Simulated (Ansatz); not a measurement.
## Does relaxation matter for the field gradients of SiO2?

Start: a structure deposited in the COD, atoms as given.

Space group P4_12_12 (No. 92); a = 4.9570, c = 6.8903 Å.

```csv
site,Wyckoff,site symmetry,x,y,z
Si,4a,..2,0.3047,0.3047,0.0000
O,8b,1,0.2381,0.1109,0.1826
```

One atom of each set is listed.

All values are calculated (Ansatz; DFT, PBE, plane waves and PAW (field gradients read without the response of the frozen cores, which leaves them typically 4 to 6 % off), scalar-relativistic, 420 eV cutoff, Γ-centred 4×4×3 k-points, Fermi–Dirac smearing 0.02 eV), not measured.

The largest force at the start is 0.49 eV/Å. Relaxing the ions at fixed cell moves them by 0.055 Å at most (atom 7, O) and 0.046 Å rms. End positions:

Si (0.3071, 0.3071, 0.0000)
O (0.2360, 0.1200, 0.1869)

```
site  moved (Å)               first shell before           first shell after  V_zz before (10²¹ V/m²)  η before
  Si      0.017               4 O at 1.60–1.62 Å               4 O at 1.63 Å                    -0.73      0.90
   O      0.055  2 Si at 1.60–1.62 Å, angle 145°  2 Si at 1.63 Å, angle 142°                     9.44      0.17
```

Task: What are V_zz and η after the relaxation?

Result: 

| site | V_zz after | η after | change of V_zz |
| --- | --- | --- | --- |
| Si | -0.36 | 0.84 | +0.37 |
| O | 9.67 | 0.21 | +0.23 |

The largest change of V_zz is on Si, from -0.73 to -0.36. In per cent, |V_zz| changes by -50 on Si, +2 on O (all sites that start above 0.5).
